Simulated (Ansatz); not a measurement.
Cell and atoms are relaxed with the symmetry kept. Start:

```cif
data_structure
_symmetry_space_group_name_H-M 'P 1'
_symmetry_Int_Tables_number 1
_cell_length_a 4.7463
_cell_length_b 4.7463
_cell_length_c 4.7463
_cell_angle_alpha 60.000
_cell_angle_beta 60.000
_cell_angle_gamma 60.000
_cell_volume 75.61
loop_
_atom_site_label
_atom_site_type_symbol
_atom_site_fract_x
_atom_site_fract_y
_atom_site_fract_z
_atom_site_occupancy
Ca1 Ca 0.50000 0.50000 0.50000 1
Zn1 Zn 0.00000 0.00000 0.00000 1
Zn2 Zn 0.25000 0.25000 0.25000 1
Zn3 Zn 0.75000 0.75000 0.75000 1
```

The calculation used Ansatz 0.2.0, DFT r2SCAN, scalar-relativistic, plane waves, PAW.

Plane waves to 500 eV, a k mesh through Γ of 12×12×12 on the computed 4-atom cell and Gaussian smearing (0.10 eV); no spin polarisation.

Question: What does it relax to?

Answer: The volume goes down by 0.87 Å³/atom to 18.03 Å³/atom, and the energy falls by 6.6 meV/atom. Final structure:
Space group Fm-3m (No. 225). a = 6.608 Å, b = 6.608 Å, c = 6.608 Å, α = 90.00°, β = 90.00°, γ = 90.00°
| atom | site | symmetry | x | y | z |
| --- | --- | --- | --- | --- | --- |
| Ca | 4b | m-3m | 0.5000 | 0.0000 | 0.0000 |
| Zn | 4a | m-3m | 0.0000 | 0.0000 | 0.0000 |
| Zn | 8c | -43m | 0.2500 | 0.7500 | 0.7500 |

Cost: 1 run of about 1.9 core-minutes, on Arm Neoverse V2 (shared hosts).